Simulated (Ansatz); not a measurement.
Hf (hcp, Mg type)

```
Hf
1.0
    3.20412     0.00000     0.00000
   -1.60206     2.77485     0.00000
    0.00000     0.00000     5.06894
Hf
2
Cartesian
  0.00000   1.84990   3.80171
  1.60206   0.92495   1.26724
```

The slice is a (-1 1 0 2) plane (indices of the conventional cell) through the point (0.333, 0.667, 0.750) (fractional), spanned by u = [110] and v = [1 -1 1] in vectors of this cell: u (3.20 Å) and v (7.52 Å, at 90° to u). It covers one period; positions are fractions (u, v).

Method: PBE (plane waves to 420 eV, PAW, scalar-relativistic; Ansatz, an electronic-structure program). k mesh 17×17×9. Near the nuclei the fields are pseudised (PAW); where an atom keeps semicore shells as valence, they peak there. Hf is run without spin polarisation. Hf was relaxed with its symmetry unable to fall. Spin-orbit coupling is left out, though Hf is heavy. The PAW data are Ansatz's earlier set.

Question: Sketch the electrostatic potential energy of an electron, from the cell's mean on this plane as a map.

Answer: 
```tsv
v \ u	0.00	0.11	0.22	0.33	0.44	0.56	0.67	0.78	0.89
0.90	x	x	<1.0	3.7	7.7	7.7	3.7	<1.0	x
0.80	6.8	7.0	7.2	7.1	6.9	6.9	7.1	7.2	7.0
0.70	10.0	9.3	7.2	4.3	2.0	2.0	4.3	7.2	9.3
0.60	7.1	7.1	6.8	6.2	5.5	5.5	6.2	6.8	7.1
0.50	x	x	<1.0	5.7	8.5	8.5	5.7	<1.0	x
0.40	x	x	x	2.0	7.0	7.0	2.0	x	x
0.30	<1.0	<1.0	2.0	6.2	8.3	8.3	6.2	2.0	<1.0
0.20	5.3	5.9	7.5	9.0	9.9	9.9	9.0	7.5	5.9
0.10	x	x	<1.0	3.4	7.3	7.3	3.4	<1.0	x
0.00	x	x	x	<1.0	4.7	4.7	<1.0	x	x
```

Values: electrostatic potential energy of an electron, from the cell's mean, in eV. Points within 1 Å of a nucleus are blanked (x), as the pseudised field means little there. Values under 1 eV are set to 1. The zero, the cell's mean, hangs on the PAW cores.
